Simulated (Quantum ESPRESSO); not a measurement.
Band energies of SnS2 monolayer at +2 % uniaxial strain

```
SnS2
1.0
    3.71988     0.00000     0.00000
   -1.85994     3.15834     0.00000
    0.00000     0.00000    15.90000
S Sn
2 1
Direct
  0.33344   0.66688   0.09185
  0.66656   0.33312   0.90815
  0.00000   0.00000   0.00000
```

PBE (stringent potentials; pw.x of Quantum ESPRESSO, ONCV potentials, no spin-orbit coupling); path ΓXA1YΓ; energies in eV from the valence-band maximum.

```
k (1/Å)  point  band 13  band 14  band 15  band 16  band 17  band 18  band 19  band 20
-------  -----  -------  -------  -------  -------  -------  -------  -------  -------
0.00         Γ    -0.76    -0.55    -0.46    -0.18    -0.09     2.40     3.79     5.32
0.23              -1.37    -1.24    -0.68    -0.33    -0.14     2.88     4.54     5.20
0.57              -3.07    -2.63    -1.31    -0.79    -0.25     2.98     5.71     6.09
0.91              -3.77    -3.25    -2.53    -0.89    -0.30     2.80     5.94     6.58
1.14         X    -3.54    -3.50    -3.08    -0.58    -0.57     2.75     6.28     6.30
1.24              -3.65    -3.47    -2.88    -0.69    -0.47     2.75     6.20     6.36
1.56              -4.19    -2.54    -2.02    -0.43    -0.41     1.98     5.30     6.56
1.87              -4.19    -2.54    -2.02    -0.43    -0.41     1.98     5.30     6.56
2.08              -3.87    -3.27    -2.52    -0.73    -0.41     2.63     6.22     6.25
2.29        A1    -3.54    -3.50    -3.08    -0.58    -0.57     2.75     6.28     6.30
2.40              -3.72    -3.45    -2.81    -0.68    -0.47     2.68     6.19     6.28
2.73              -4.23    -2.54    -1.96    -0.43    -0.43     1.69     4.90     6.48
2.84         Y    -4.26    -2.38    -1.91    -0.45    -0.34     1.52     4.69     6.41
3.02              -4.06    -2.28    -1.95    -0.44    -0.30     1.68     4.77     6.30
3.30              -3.19    -1.80    -1.75    -0.51    -0.16     2.41     4.89     6.39
3.57              -1.68    -1.08    -0.81    -0.66    -0.07     2.92     4.46     5.57
3.84         Γ    -0.76    -0.55    -0.46    -0.18    -0.09     2.40     3.79     5.32
```

The PBE gap is 1.52 eV; at least one edge lies off the plotted path, at a point of the SCF mesh. The smallest direct gap is 1.86 eV. Another valence extremum on the path lies within 0.02 eV, too close to call. The valence-band maximum lies 6.81 eV below the vacuum level.

Spin-orbit splittings are left out.

Geometry strained from the cell relaxed with PBEsol, atoms relaxed again.
